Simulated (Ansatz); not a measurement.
Method: Ansatz 0.2.0, DFT PBE, scalar-relativistic, plane waves, PAW. All cells share a 420 eV cutoff and Γ-centred k meshes spaced at most about 0.3 Å⁻¹ (about 0.25 or finer for metals, 2π included). No spin polarisation in the final relaxations.

All energies are static (0 K, no zero-point motion). All come from trial cells, and lower structures may exist.

Question: These unrelaxed guesses for KI2 are each relaxed within their symmetry. Order them by the energy at which they end, lowest first.
A.

```
K I
1.0
     4.62495    0.00000    0.00000
    -2.31248    4.00533    0.00000
     0.00000    0.00000    5.93419
K I
1 2
Cartesian
  0.0000 0.0000 0.0000
  0.0000 2.6702 1.6221
  2.3125 1.3351 4.3121
```

B.

```
K I
1.0
     3.89193    0.00000    0.00000
     0.00000    3.89193    0.00000
     0.00000    0.00000    7.43586
K I
1 2
Direct
  0.00000 0.00000 0.00000
  0.50000 0.50000 0.27000
  0.50000 0.50000 0.73000
```

C.

```
K I
1.0
     0.00000    4.04265    4.04265
     4.04265    0.00000    4.04265
     4.04265    4.04265    0.00000
K I
1 2
Cartesian
  0.0000 0.0000 0.0000
  6.0640 6.0640 6.0640
  2.0213 2.0213 2.0213
```

D.

```
K I
1.0
    -2.28884    2.28884    5.58769
     2.28884   -2.28884    5.58769
     2.28884    2.28884   -5.58769
K I
1 2
Cartesian
  0.0000 0.0000 0.0000
  0.0000 0.0000 3.7214
  0.0000 0.0000 7.4540
```

Answer: B (ends in P4/mmm, 0 meV/atom), D (ends in I4/mmm, 159 meV/atom), C (ends in Fm-3m, fluorite type, 209 meV/atom), A (ends in P-3m1, 254 meV/atom).

No dispersion correction is applied, so the spacing and binding between layers, chains or molecules are poorly described (P-3m1), and this can change margins and order among such cells. Spin–orbit coupling, which can matter for I, is left out. In P4/mmm, I4/mmm, Fm-3m, P-3m1 an odd number of electrons in the primitive cell allows no gap without spin; a larger cell or a magnetic state could open one. A magnetic state wasn't ruled out in cells without spin, among them P4/mmm, I4/mmm, Fm-3m, P-3m1. Cells relaxed within their symmetry can be saddle points. Some types were kept out of the candidates beforehand, so the set may lack a known form.
